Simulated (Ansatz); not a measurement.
NaCl (CsCl type, Pm-3m), plane-wave PAW PBEsol (Ansatz code). The conduction-band minimum lies at Γ, with 1 equivalent valley. Second derivatives d²E/dk² of the lowest band at one valley (eV·Å²), along Cartesian directions:

```
direction  d²E/dk²
---------  -------
[100]        21.29
[010]        21.29
[001]        21.29
[110]        21.29
[101]        21.29
[011]        21.29
```

### Question
Find the principal effective masses, the density-of-states mass and the conductivity mass.

### Answer
Off-diagonal terms follow from H_xy = H[110] − (H_xx + H_yy)/2, and m*/mₑ = 7.620 eV·Å² over each eigenvalue: 0.36, 0.36, 0.36. One valley's DOS mass (m₁m₂m₃)^(1/3) = 0.36, conductivity mass 3/(Σ 1/mᵢ) = 0.36 mₑ.

### Question
What effective density of states Nc follows at 300 K for parabolic valleys?

### Answer
Nc = 2.509e19 × 1 × (0.36)^(3/2) ≈ 5.4e18 cm⁻³.

### Question
With the computed static dielectric constant 15.3 (mean of the diagonal), estimate a hydrogenic donor's binding energy and radius.

### Answer
E = 13.606 eV × 0.36/15.3² ≈ 21 meV; a = 0.529 Å × ε/m* ≈ 22 Å. Semilocal masses tend to be too small when the gap is underestimated.

### Question
With ε∞ = 2.79 and ω_LO = 229 cm⁻¹, what Fröhlich coupling constant follows?

### Answer
α = (1/ε∞ − 1/ε0) √(m* × 13.606 eV/ħω_LO) = 3.9.

This is a known high-pressure phase of the composition, computed here at zero pressure and temperature. The cell was relaxed with PBEsol under the symmetry of its start. At this level the phase is dynamically unstable (imaginary phonons).

Potentials: the earlier of the program's two PAW sets. The files were generated under PBE; for other functionals the program regenerates the frozen cores, and for LDA and PBEsol the local potential too.
